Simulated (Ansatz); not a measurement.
## Equation of state of iron, dhcp

These are results of DFT, PBEsol, plane waves (420 eV) with PAW, scalar-relativistic (Ansatz 0.2.0), not measurements. (PAW data from PBE, frozen cores regenerated.)

The cell is scaled uniformly from the relaxed one, with fractional coordinates and shape fixed. Energies are extrapolated to zero smearing, pressures are those at the given smearing. Magnetic state: spin not included.

```json
{"V (Å³/atom)": "8.686", "E − E₀ (meV/atom)": "174.8", "P (GPa)": "54.41"}
{"V (Å³/atom)": "9.081", "E − E₀ (meV/atom)": "70.5", "P (GPa)": "32.10"}
{"V (Å³/atom)": "9.476", "E − E₀ (meV/atom)": "15.5", "P (GPa)": "14.27"}
{"V (Å³/atom)": "9.871", "E − E₀ (meV/atom)": "0.0", "P (GPa)": "0.00"}
{"V (Å³/atom)": "10.266", "E − E₀ (meV/atom)": "16.0", "P (GPa)": "-11.41"}
{"V (Å³/atom)": "10.661", "E − E₀ (meV/atom)": "57.3", "P (GPa)": "-20.52"}
{"V (Å³/atom)": "11.055", "E − E₀ (meV/atom)": "118.6", "P (GPa)": "-27.78"}
```

**Question.** Fit a third-order Birch-Murnaghan equation.

**Answer.** V₀ = 9.85 Å³/atom, B₀ = 321 GPa, B₀′ = 4.6.
